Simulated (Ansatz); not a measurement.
Input:

Ta2C:
Space group P4/nmm, origin choice 1 (No. 129); a = b = 3.485 Å, c = 6.467 Å, α = β = γ = 90.00°

```csv
atom,site,symmetry,x,y,z
Ta,2a,-4m2,0.0000,0.0000,0.0000
Ta,2c,4mm,0.5000,0.0000,0.3674
C,2c,4mm,0.0000,0.5000,0.2750
```

This is the PBEsol-relaxed structure.

### Question
All from plane-wave PAW PBEsol (Ansatz code), unless another level is named. Give the electronic character.

### Answer
metallic (no gap).

### Question
What about the formation energy from the elements (no fitted shifts)?

### Answer
0.31 eV/atom.

### Question
And the gap with spin–orbit coupling?

### Answer
none (metallic).

The cell is a constructed one: a structure type filled with these elements; neither database checked (COD, Materials Project) lists it. COD files the formula under space group No. 164. Its standing as an ambient phase is unchecked. Symmetry was held in the PBEsol relaxation; its stability against distortions is not shown here. No spin polarisation was allowed. The references are the lowest solids computed at this level, not always the standard phases. Scalar-relativistic: spin–orbit coupling is off unless named, which matters more the heavier the elements.

Potentials: the earlier of the program's two PAW sets. The files were generated under PBE; for other functionals the program regenerates the frozen cores, and for LDA and PBEsol the local potential too.
